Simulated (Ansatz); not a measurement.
AgW:
```
AgW
1.0
    2.68922     0.00000     0.00000
    0.00000     2.68922     0.00000
    0.00000     0.00000     4.56839
Ag W
1 1
Direct
  0.00000   0.00000   0.00000
  0.50000   0.50000   0.50000
```

Relaxed with PBE. Special points in fractions of this cell's reciprocal vectors: Γ (0.000, 0.000, 0.000); X (0.000, 0.500, 0.000); M (0.500, 0.500, 0.000); Z (0.000, 0.000, 0.500); R (0.000, 0.500, 0.500); A (0.500, 0.500, 0.500).

**Question.** List the band energies nearest the Fermi level at these points for plane-wave PAW PBE with spin–orbit coupling (Ansatz code).

**Answer.** In eV from the Fermi level; about four levels below and three above (degenerate sets whole), none deeper than 8.9 eV; points with the same levels are listed once.

```json
[
 {"k": "Γ", "below": "-2.57 -2.57 -0.08 -0.08", "above": "2.69 2.69 3.06 3.06"},
 {"k": "X", "below": "-3.30 -3.30 -2.14 -2.14", "above": "0.43 0.43 1.19 1.19"},
 {"k": "M", "below": "-2.42 -2.42 -2.17 -2.17", "above": "0.07 0.07 0.27 0.27"},
 {"k": "Z", "below": "-3.25 -3.25 -1.66 -1.66", "above": "2.11 2.11 2.43 2.43"},
 {"k": "R", "below": "-1.45 -1.45 -0.54 -0.54", "above": "0.24 0.24 1.48 1.48"},
 {"k": "A", "below": "-2.35 -2.35 -2.20 -2.20", "above": "1.15 1.15 6.88 6.88"}
]
```

Space group P4/mmm (L1₀ or tetragonal B2). The start of the workflow was typed in or built on a structure type; neither database checked (COD, Materials Project) lists it. Whether it is the stable phase at ambient conditions was not checked. The PBE relaxation kept the symmetry of its start; its stability against distortions is not shown here. The run is not spin-polarised. Its formation energy is positive at this level, so the cell may be metastable or incomplete.

Potentials: the later of the program's two PAW sets.
